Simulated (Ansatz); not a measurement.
SrGeO₃:
```
SrGeO3
1.0
    6.90434     0.00000     0.00000
   -3.45217     5.97933     0.00000
    0.00000     0.00000     5.72042
Sr Ge O
3 3 9
Direct
  0.00000   0.33496   0.50000
  0.33496   0.00000   0.50000
  0.66504   0.66504   0.50000
  0.27158   0.27158   0.00000
  0.00000   0.72842   0.00000
  0.72842   0.00000   0.00000
  0.75198   0.75198   0.00000
  0.00000   0.24802   0.00000
  0.24802   0.00000   0.00000
  0.36284   0.36284   0.28115
  0.00000   0.63716   0.71885
  0.63716   0.00000   0.28115
  0.36284   0.36284   0.71885
  0.00000   0.63716   0.28115
  0.63716   0.00000   0.71885
```

Relaxed with PBEsol. Special points in fractions of this cell's reciprocal vectors: Γ (0.000, 0.000, 0.000); M (0.500, 0.000, 0.000); K (0.333, 0.333, 0.000); A (0.000, 0.000, 0.500); L (0.500, 0.000, 0.500); H (0.333, 0.333, 0.500).

List the band energies nearest the valence-band maximum at these points for DFT-PBEsol in the program Ansatz with PAW potentials.

In eV from the valence-band maximum; about four levels below and three above (degenerate sets whole), none deeper than 8.9 eV; points with the same levels are listed once.

| k | below | above |
|---|---|---|
| Γ | -0.33 -0.33 0.00 0.00 | 3.01 4.88 6.02 6.02 |
| M | -0.42 -0.25 -0.19 -0.15 | 4.48 4.89 4.92 |
| K | -0.45 -0.45 -0.28 -0.28 -0.14 | 4.55 5.17 5.17 |
| A | -0.58 -0.58 -0.44 -0.44 | 4.72 4.73 5.55 |
| L | -0.64 -0.63 -0.52 -0.47 | 4.80 5.22 5.60 |
| H | -0.64 -0.64 -0.52 -0.44 | 4.82 5.39 5.74 5.74 |

Space group P-62m. The workflow started from a Materials Project entry (that database holds measured and hypothetical structures alike); the Crystallography Open Database copy checked does not list it. COD files the formula under space group No. 2, 15. Whether it is the stable phase at ambient conditions was not checked. The PBEsol relaxation kept the symmetry of its start. At this level the phase is dynamically unstable (imaginary phonons). Scalar-relativistic: spin–orbit coupling is off unless named, which matters more the heavier the elements.

Potentials: the later of the program's two PAW sets.
